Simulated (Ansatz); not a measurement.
Level of theory: DFT PBE, scalar-relativistic, plane waves, PAW in Ansatz. All cells share a 420 eV cutoff and Γ-centred k meshes spaced at most about 0.3 Å⁻¹ (about 0.25 or finer for metals, 2π included). No spin polarisation in the final relaxations.

All energies are static (0 K, no zero-point motion).

Two forms of Hf₄C were relaxed alike.

1.

```
CELL_PARAMETERS angstrom
-2.88390 2.88390 2.88390
2.88390 -2.88390 2.88390
2.88390 2.88390 -2.88390
ATOMIC_POSITIONS crystal
Hf 0.50000 0.50000 0.50000
Hf 0.50000 0.00000 0.00000
Hf 0.00000 0.00000 0.50000
Hf 0.00000 0.50000 0.00000
C 0.00000 0.00000 0.00000
```

2.

```
CELL_PARAMETERS angstrom
3.24750 0.00000 0.00000
-1.62375 2.81242 0.00000
0.00000 0.00000 10.36464
ATOMIC_POSITIONS crystal
Hf 0.33333 0.66667 0.87577
Hf 0.33333 0.66667 0.38195
Hf 0.66667 0.33333 0.12423
Hf 0.66667 0.33333 0.61805
C 0.00000 0.00000 0.00000
```

Question: Which form is favoured at zero pressure, and by what margin per atom?

Answer: Cell 2 is lower, by 0.85 eV/atom. Cell 1 has space group Im-3m (No. 229), 19.2 Å³/atom and no gap on its mesh; cell 2 has space group P-3m1 (No. 164), 18.9 Å³/atom and no gap. Counting Hf atoms around C (those within 1.25 times the shortest such distance or 1.15 times the sum of covalent radii, 1.27 where that leaves under three), cell 1 has C 8 and cell 2 has C 6. Both come from invented guesses.

Spin–orbit coupling, which can matter for Hf, is left out. Cells relaxed within their symmetry can be saddle points.
